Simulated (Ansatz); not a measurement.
Input:

Ta (bcc, W type)

```
Ta
1.0
   -3.31974     3.31974     3.31974
    1.65987    -1.65987     1.65987
    1.65987     1.65987    -1.65987
Ta
2
Direct
  0.00000   0.00000   0.00000
  0.50000   0.00000   0.00000
```

The atoms are displaced by Q × the pattern below (from a DFPT mode at N = (0.5, 0.0, 0.0), largest move 1; Q in Å), at fixed cell. (q is in reciprocal vectors of the primitive cell; the cell shown is doubled to hold the pattern.)

```json
[
 {"atom": "Ta1", "x": "0.000", "y": "-0.707", "z": "-0.707"},
 {"atom": "Ta2", "x": "0.000", "y": "0.707", "z": "0.707"}
]
```

All values below come from PBE (plane waves to 420 eV, PAW, scalar-relativistic; Ansatz, a first-principles code). k mesh 10×20×20 (Γ-centred), Fermi-Dirac smearing 0.05 eV. The energy includes the smearing's −TS. With partly filled bands, energies and forces of such displacements shift with the k mesh and the smearing. Spin-orbit coupling is left out, though Ta is heavy. Ta is run without spin polarisation. Ta was relaxed with its symmetry unable to fall. The PAW data are Ansatz's earlier set. The zero of ΔE is the undisplaced structure.

The scan covers Q from -0.180 to 0.180 Å in 13 points.

Task: Which space group does the distorted structure have?

Result: Cmme (No. 67), lowered from Im-3m.

Task: What is the energy change at Q = 0.180 Å?

Result: 540 meV/cell.

Task: What harmonic wavenumber does the curvature at Q = 0 give?

Result: 135 cm⁻¹.

(For displaced atoms, the force is minus the slope of the energy, and its curvature is a force constant, which sets phonon frequencies.)
